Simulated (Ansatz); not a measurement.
Problem. Name crystals whose computed values (plane-wave PAW PBE (Ansatz code)) fall in these windows: gap (eV) 1.8 to 2.6; B₀ by P(V) fit (GPa) 120 to 160.

Solution. 

| crystal | gap (eV) | B₀ by P(V) fit (GPa) |
|---|---|---|
| ScGeCN, P3m1 (Sc on 1b, Ge on 1c, C on 1b, N on 1c) | 2.20 | 138 |
| Ga2O3, C2/m (Pearson symbol mS20) | 2.01 | 153 |
| LuAlN2, P3m1 (Lu on 1b, N on 1b, Al on 1c, N on 1c) | 2.03 | 141 |
Others may fit too.

Typed or built starts, not in the databases checked: ScGeCN, P3m1 (Sc on 1b, Ge on 1c, C on 1b, N on 1c); LuAlN2, P3m1 (Lu on 1b, N on 1b, Al on 1c, N on 1c). All cells were relaxed under the symmetry of their starts (and spin orders); stability against distortions was not tested throughout. Named crystals with no word on spin ran without spin polarisation. Spin–orbit coupling is left out wherever it is not named.

Potentials: the earlier of the program's two PAW sets.
